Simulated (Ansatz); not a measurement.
# TiPdC4N4: from a guess to a relaxed structure

Computed with DFT PBE, scalar-relativistic, plane waves, PAW in Ansatz 0.2.0. Cutoff 420 eV, Gaussian smearing, Γ-centred meshes. Cell and atoms relax first on a coarse mesh and then on a converged one. In between, the cell is made exact in the group found at 0.06 Å. The steps can't lower the symmetry of their start. Collinear spin, starting moments Ti 1.0 μB; they died out on the coarse mesh, so the last step has no spin.

The guess for TiPdC4N4 was made by a generator: two interpenetrating cyanide-bridged diamond nets (P-43m, No. 215). Its size is a rough estimate.

Space group P-43m (No. 215). a = 5.933 Å, b = 5.933 Å, c = 5.933 Å, α = 90.00°, β = 90.00°, γ = 90.00°
| atom | site | symmetry | x | y | z |
| --- | --- | --- | --- | --- | --- |
| Ti | 1b | -43m | 0.5000 | 0.5000 | 0.5000 |
| Pd | 1a | -43m | 0.0000 | 0.0000 | 0.0000 |
| C | 4e | .3m | 0.1886 | 0.1886 | 0.1886 |
| N | 4e | .3m | 0.3025 | 0.3025 | 0.3025 |

Formation energies are uncorrected and refer to the elements' standard structures at the same level (N₂ as a molecule).

Question: Describe the relaxed structure.

Answer: The symmetry stays P-43m (No. 215). The volume per atom shrinks by 1.8 %, from 20.9 to 20.5 Å³. The shortest distance goes from 1.17 Å (C–N) to 1.20 Å (C–N). The energy falls by about 0.06 eV/atom (the start's value is from the coarse mesh). Conventional cell: a = 5.896 Å. Ti has 4 N at 1.92 Å; Pd has 4 C at 1.99 Å; around C lie 1 N at 1.20 Å and 1 Pd at 1.99 Å; N is surrounded by 1 C at 1.20 Å and 1 Ti at 1.92 Å.

```cif
data_structure
_symmetry_space_group_name_H-M 'P 1'
_symmetry_Int_Tables_number 1
_cell_length_a 5.8965
_cell_length_b 5.8965
_cell_length_c 5.8965
_cell_angle_alpha 90.000
_cell_angle_beta 90.000
_cell_angle_gamma 90.000
_cell_volume 205.01
loop_
_atom_site_label
_atom_site_type_symbol
_atom_site_fract_x
_atom_site_fract_y
_atom_site_fract_z
_atom_site_occupancy
Ti1 Ti 0.50000 0.50000 0.50000 1
Pd1 Pd 0.00000 0.00000 0.00000 1
C1 C 0.19473 0.19473 0.19473 1
C2 C 0.19473 0.80527 0.80527 1
C3 C 0.80527 0.19473 0.80527 1
C4 C 0.80527 0.80527 0.19473 1
N1 N 0.31179 0.31179 0.31179 1
N2 N 0.31179 0.68821 0.68821 1
N3 N 0.68821 0.31179 0.68821 1
N4 N 0.68821 0.68821 0.31179 1
```

Question: Give its energy and gap.

Answer: The formation energy is +0.213 eV/atom. The gap on the 6×6×6 mesh of the 10-atom cell is 0.99 eV.

A positive value: parting into the elements would lower its energy.

The last run used Gaussian smearing of 0.02 eV. Kohn–Sham gaps at this level usually fall short of measured ones. The reference form of C is held partly by dispersion forces, which this level lacks. A structure relaxed within its symmetry needn't be a true minimum.
